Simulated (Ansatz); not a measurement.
## Rh: stationary points along a deformation path

The calculation used DFT r2SCAN, scalar-relativistic, plane waves, PAW in Ansatz. The runs took a 500 eV cutoff, a Γ-centred 30×30×30 mesh and Gaussian smearing (0.15 eV). No spin polarisation. Energies are free energies at this smearing, counted from the undisturbed cell; pressure is positive in compression.

The undisturbed cell (relaxed at this level; with this scan's settings it stands at 0.1 GPa):

```
Rh
1.0
     0.00000    1.89995    1.89995
     1.89995    0.00000    1.89995
     1.89995    1.89995    0.00000
Rh
1
Direct
  0.00000 0.00000 0.00000
```

At fixed volume and fractional coordinates, lengths along (0.000, 0.000, 1.000) are scaled against those across it; ρ is that ratio over its starting value. V = 13.717 Å³/atom. Δσ is the stress along the axis less the mean stress across it (compression positive).

| ρ | ΔE (meV/atom) | Δσ (GPa) | space group |
| --- | --- | --- | --- |
| 0.707 | 374.0 | -0.06 | Im-3m |
| 0.780 | 293.0 | 25.02 | I4/mmm |
| 0.850 | 154.6 | 28.38 | I4/mmm |
| 0.920 | 45.7 | 18.27 | I4/mmm |
| 1.000 | 0.0 | 0.00 | Fm-3m |
| 1.200 | 234.6 | -41.53 | I4/mmm |
| 1.300 | 450.1 | -53.28 | I4/mmm |
| 1.414 | 744.3 | -69.90 | I4/mmm |

How does the stress give the slope of the energy, and where is the energy stationary?

Along the path d ln(length) is 2/3 d ln ρ on the axis and −1/3 d ln ρ across it, so dE/d ln ρ = −(2/3) V Δσ: the energy falls with ρ where Δσ is positive. Δσ vanishes or changes sign at ρ = 0.707 (Im-3m, an end of the scan), at 374.0 meV/atom; at ρ = 1.000 (Fm-3m), a minimum at 0.0 meV/atom. Pairs of stationary points between two samples would go unseen, and could change a minimum read from distant neighbours into a maximum. At ρ = 0.707, 1.000 the cell is cubic, where symmetry alone makes the stress isotropic and the slope zero.

Integrate that slope from ρ = 1 to 0.780 by the trapezoid rule.

With V/N in Å³ and 1 eV/Å³ = 160.2 GPa the slopes at ρ = 1.000, 0.920, 0.850, 0.780 are 0, -1043, -1620, -1428 meV/atom per unit of ln ρ. The steps add 43.5 + 105.3 + 131.0 = 279.8 meV/atom, against 293.0 from the energies; the trapezoid rule misses the curvature of the slope within each step.

In a metal these slopes depend on the k mesh and the smearing.

Cost: 8 runs of about 9.2 core-minutes in all, on Intel Xeon Processor @ 2.50GHz (Skylake/Cascade Lake) (shared hosts).